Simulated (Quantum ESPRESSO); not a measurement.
Band energies of Ga₂AsP

```
Ga2AsP
1.0
    1.96241     1.13300     6.40531
   -1.96241     1.13300     6.40531
    0.00000    -2.26599     6.40531
P Ga As
1 2 1
Direct
  0.37488   0.37488   0.37488
  0.00250   0.00250   0.00250
  0.49747   0.49747   0.49747
  0.87515   0.87515   0.87515
```

norm-conserving PBEsol (Quantum ESPRESSO, 84 Ry, with spin-orbit coupling); path ΓLB1,BZΓX,QFP1Z,LP; energies in eV from the valence-band maximum.

| k (1/Å) | point | band 46 | band 47 | band 48 | band 49 | band 50 | band 51 | band 52 | band 53 |
|---|---|---|---|---|---|---|---|---|---|
| 0.00 | Γ | 0.00 | 0.86 | 0.86 | 1.10 | 1.10 | 3.44 | 3.44 | 3.59 |
| 0.23 |  | -0.44 | 1.89 | 1.90 | 2.19 | 2.19 | 3.31 | 3.35 | 4.04 |
| 0.47 |  | -1.21 | 2.17 | 2.18 | 2.62 | 2.65 | 3.41 | 3.44 | 5.08 |
| 0.82 |  | -1.95 | 1.85 | 1.85 | 2.34 | 2.35 | 4.23 | 4.27 | 4.97 |
| 0.94 | L | -2.00 | 1.83 | 1.83 | 2.30 | 2.30 | 4.55 | 4.55 | 4.63 |
| 1.06 |  | -2.15 | 2.18 | 2.19 | 2.68 | 2.70 | 4.49 | 4.51 | 4.60 |
| 1.30 |  | -2.43 | 3.30 | 3.30 | 3.52 | 3.57 | 4.43 | 4.48 | 4.97 |
| 1.54 | B1 | -2.22 | 2.27 | 2.27 | 2.44 | 2.45 | 4.95 | 4.97 | 5.33 |
| 1.54 | B | -2.22 | 2.27 | 2.27 | 2.44 | 2.45 | 4.95 | 4.97 | 5.33 |
| 1.76 |  | -2.12 | 1.97 | 1.98 | 2.16 | 2.17 | 4.21 | 4.21 | 4.69 |
| 1.98 |  | -1.83 | 2.42 | 2.43 | 2.62 | 2.64 | 3.61 | 3.64 | 3.97 |
| 2.32 |  | -0.72 | 2.17 | 2.17 | 2.76 | 2.81 | 3.65 | 3.69 | 3.91 |
| 2.54 | Z | -0.45 | 1.31 | 1.31 | 1.79 | 1.79 | 4.14 | 4.14 | 4.25 |
| 2.78 |  | -0.21 | 1.13 | 1.13 | 1.83 | 1.83 | 3.79 | 3.79 | 3.91 |
| 3.03 | Γ | 0.00 | 0.86 | 0.86 | 1.10 | 1.10 | 3.44 | 3.44 | 3.59 |
| 3.13 |  | -0.11 | 1.19 | 1.20 | 1.45 | 1.46 | 3.47 | 3.49 | 3.62 |
| 3.33 |  | -0.30 | 2.11 | 2.13 | 2.51 | 2.53 | 3.59 | 3.65 | 3.90 |
| 3.63 |  | -0.85 | 2.73 | 2.76 | 3.65 | 3.70 | 4.24 | 4.29 | 4.70 |
| 3.83 |  | -1.39 | 2.69 | 2.71 | 4.31 | 4.34 | 4.46 | 4.52 | 5.36 |
| 4.03 |  | -1.96 | 2.26 | 2.27 | 3.74 | 3.80 | 4.35 | 4.40 | 5.36 |
| 4.13 | X | -2.19 | 2.01 | 2.02 | 3.40 | 3.44 | 4.08 | 4.12 | 5.25 |
| 4.13 | Q | -2.19 | 2.01 | 2.02 | 3.40 | 3.44 | 4.08 | 4.12 | 5.25 |
| 4.23 |  | -2.10 | 1.79 | 1.79 | 3.00 | 3.03 | 3.94 | 3.97 | 4.38 |
| 4.43 |  | -1.52 | 1.44 | 1.45 | 1.94 | 1.95 | 2.38 | 2.40 | 4.13 |
| 4.63 | F | -1.22 | 1.03 | 1.03 | 1.25 | 1.25 | 1.51 | 1.51 | 4.41 |
| 4.63 | P1 | -1.42 | 1.31 | 1.32 | 1.71 | 1.71 | 1.94 | 1.94 | 4.26 |
| 4.80 |  | -1.31 | 1.25 | 1.25 | 2.00 | 2.00 | 2.27 | 2.28 | 4.38 |
| 4.98 |  | -1.07 | 1.60 | 1.61 | 2.49 | 2.50 | 2.87 | 2.89 | 4.65 |
| 5.15 |  | -0.78 | 2.19 | 2.19 | 2.82 | 2.85 | 3.53 | 3.54 | 4.55 |
| 5.41 |  | -0.51 | 1.50 | 1.50 | 2.01 | 2.03 | 4.04 | 4.05 | 4.21 |
| 5.50 | Z | -0.45 | 1.31 | 1.31 | 1.79 | 1.79 | 4.14 | 4.14 | 4.25 |
| 5.50 | L | -2.00 | 1.83 | 1.83 | 2.30 | 2.30 | 4.55 | 4.55 | 4.63 |
| 5.83 | P | -1.42 | 1.31 | 1.32 | 1.71 | 1.71 | 1.94 | 1.94 | 4.26 |

The PBEsol gap is direct, 0.86 eV at Γ.

Geometry relaxed with PBEsol.

The structure is a Materials Project entry; no match was found in the copy of COD used, and its stability was not checked.
